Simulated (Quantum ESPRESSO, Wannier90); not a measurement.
# Wannierisation of CuI (Cmcm)

Materials Project entry mp-1007922; symmetrised, unrelaxed at this level. Not found in the COD (Crystallography Open Database) copy used, which has the formula in other groups; not checked further. Method: PBEsol plane waves in Quantum ESPRESSO 7.5 (PseudoDojo norm-conserving files, 74 Ry, no spin polarisation, no spin-orbit coupling), Bloch states on a 6×6×8 mesh through Γ, Wannier90 4.0.1. Density: 6×6×8 mesh, Gaussian smearing 0.01 Ry. A non-magnetic state is assumed, with no Hubbard U; filled 3d bands tend to lie too high at this level. The cell is built of weakly bound layers, chains or molecules. Database cells relaxed without dispersion often hold them too far apart, which can enlarge gaps and weakens couplings between them; spacing and stacking were not compared with the measured crystal. Spin-orbit coupling is left out although heavy elements are present.

On the energy scale of pw.x, whose zero is arbitrary, the valence-band maximum lies at 5.95 eV.

Input w.win:

```
num_bands = 2
num_wann = 2
exclude_bands = 3-39
num_iter = 1000
conv_tol = 1.0e-6
conv_window = 4
write_hr = true
write_u_matrices = true
auto_projections = true
begin unit_cell_cart
ang
    3.7331700000   -3.7110850000    0.0000000000
    3.7331700000    3.7110850000    0.0000000000
    0.0000000000    0.0000000000    4.3070000000
end unit_cell_cart
begin atoms_frac
Cu   0.4204400000 -0.4204400000 -0.2500000000
Cu  -0.4204400000  0.4204400000  0.2500000000
I   -0.2299600000  0.2299600000 -0.2500000000
I    0.2299600000 -0.2299600000  0.2500000000
end atoms_frac
mp_grid = 6 6 8
begin kpoints
0.0000000000 0.0000000000 0.0000000000
0.0000000000 0.0000000000 0.1250000000
0.0000000000 0.0000000000 0.2500000000
... (285 more lines: the 6x6x8 mesh through Gamma)
end kpoints
```

Input of pw2wannier90.x that gives the overlap and projection files (equivalent; here they were cut from one run over all bands):

```
&inputpp
  outdir = './out'
  prefix = 'pwscf'
  seedname = 'w'
  write_amn = .true.
  write_mmn = .true.
  atom_proj = .true.
  atom_proj_exclude = 2 3 4 5 6 7 8 9 10 12 13 14 15 16 17 18 19 20 21 22 23 24 25 26 27 28
/
```

Output w.wout (banner and timings cut):

```
                                    ------
                                    SYSTEM
                                    ------

                              Lattice Vectors (Ang)
                    a_1     3.733170  -3.711085   0.000000
                    a_2     3.733170   3.711085   0.000000
                    a_3     0.000000   0.000000   4.307000

                   Unit Cell Volume:     119.33931  (Ang^3)

                        Reciprocal-Space Vectors (Ang^-1)
                    b_1     0.841535  -0.846543   0.000000
                    b_2     0.841535   0.846543  -0.000000
                    b_3    -0.000000   0.000000   1.458831

 *----------------------------------------------------------------------------*
 |   Site       Fractional Coordinate          Cartesian Coordinate (Ang)     |
 +----------------------------------------------------------------------------+
 | cu   1   0.42044  -0.42044  -0.25000   |    0.00000  -3.12058  -1.07675    |
 | cu   2  -0.42044   0.42044   0.25000   |    0.00000   3.12058   1.07675    |
 | i    1  -0.22996   0.22996  -0.25000   |    0.00000   1.70680  -1.07675    |
 | i    2   0.22996  -0.22996   0.25000   |    0.00000  -1.70680   1.07675    |
 *----------------------------------------------------------------------------*
                                ------------
                                K-POINT GRID
                                ------------

             Grid size =  6 x  6 x  8      Total points =  288

 *---------------------------------- MAIN ------------------------------------*
 |  Number of Wannier Functions               :                 2             |
 |  Number of Objective Wannier Functions     :                 2             |
 |  Number of input Bloch states              :                 2             |
 |  Output verbosity (1=low, 5=high)          :                 1             |
 |  Timing Level (1=low, 5=high)              :                 1             |
 |  Optimisation (0=memory, 3=speed)          :                 3             |
 |  Length Unit                               :               Ang             |
 |  Post-processing setup (write *.nnkp)      :                 F             |
 |  Using Gamma-only branch of algorithms     :                 F             |
 *----------------------------------------------------------------------------*
 *------------------------------- WANNIERISE ---------------------------------*
 |  Total number of iterations                :              1000             |
 |  Number of CG steps before reset           :                 5             |
 |  Trial step length for line search         :             2.000             |
 |  Convergence tolerence                     :         0.100E-05             |
 |  Convergence window                        :                 4             |
 |  Iterations between writing output         :                 1             |
 |  Iterations between backing up to disk     :               100             |
 |  Write r^2_nm to file                      :                 F             |
 |  Write xyz WF centres to file              :                 F             |
 |  Write on-site energies <0n|H|0n> to file  :                 F             |
 |  Use guiding centre to control phases      :                 F             |
 |  Use phases for initial projections        :                 F             |
 *----------------------------------------------------------------------------*
 *-------------------------------- PLOTTING ----------------------------------*
 |  Plotting Hamiltonian in WF basis          :                 T             |
 *----------------------------------------------------------------------------*

       ... (k-mesh section left out)

 Starting a new Wannier90 calculation ...

 Reading overlaps from w.mmn

 Reading projections from w.amn

 *------------------------------- WANNIERISE ---------------------------------*
 +--------------------------------------------------------------------+<-- CONV
 | Iter  Delta Spread     RMS Gradient      Spread (Ang^2)            |<-- CONV
 +--------------------------------------------------------------------+<-- CONV

 ------------------------------------------------------------------------------
 Initial State
  WF centre and spread    1  ( -0.000000, -3.120483, -1.076750 )     0.15449937
  WF centre and spread    2  (  0.000000,  3.120483,  1.076750 )     0.15449937
  Sum of centres and spreads ( -0.000000,  0.000000,  0.000000 )     0.30899873

      0     0.309E+00     0.0000000000        0.3089987235  <-- CONV
        O_D=      0.0000000 O_OD=      0.0000000 O_TOT=      0.3089987 <-- SPRD
 ------------------------------------------------------------------------------
      1     0.000E+00     0.0000000066        0.3089987235  <-- CONV
        O_D=      0.0000000 O_OD=      0.0000000 O_TOT=      0.3089987 <-- SPRD
      2     0.000E+00     0.0000000066        0.3089987235  <-- CONV
        O_D=      0.0000000 O_OD=      0.0000000 O_TOT=      0.3089987 <-- SPRD
      3     0.000E+00     0.0000000065        0.3089987235  <-- CONV
        O_D=      0.0000000 O_OD=      0.0000000 O_TOT=      0.3089987 <-- SPRD
      4     0.000E+00     0.0000000065        0.3089987235  <-- CONV
        O_D=      0.0000000 O_OD=      0.0000000 O_TOT=      0.3089987 <-- SPRD
             <<<     Delta < 1.000E-06  over  4 iterations     >>>
             <<< Wannierisation convergence criteria satisfied >>>
 Final State
  WF centre and spread    1  ( -0.000000, -3.120483, -1.076750 )     0.15449937
  WF centre and spread    2  (  0.000000,  3.120483,  1.076750 )     0.15449937
  Sum of centres and spreads ( -0.000000,  0.000000,  0.000000 )     0.30899873

         Spreads (Ang^2)       Omega I      =     0.308998723
        ================       Omega D      =     0.000000000
                               Omega OD     =     0.000000001
    Final Spread (Ang^2)       Omega Total  =     0.308998724
```
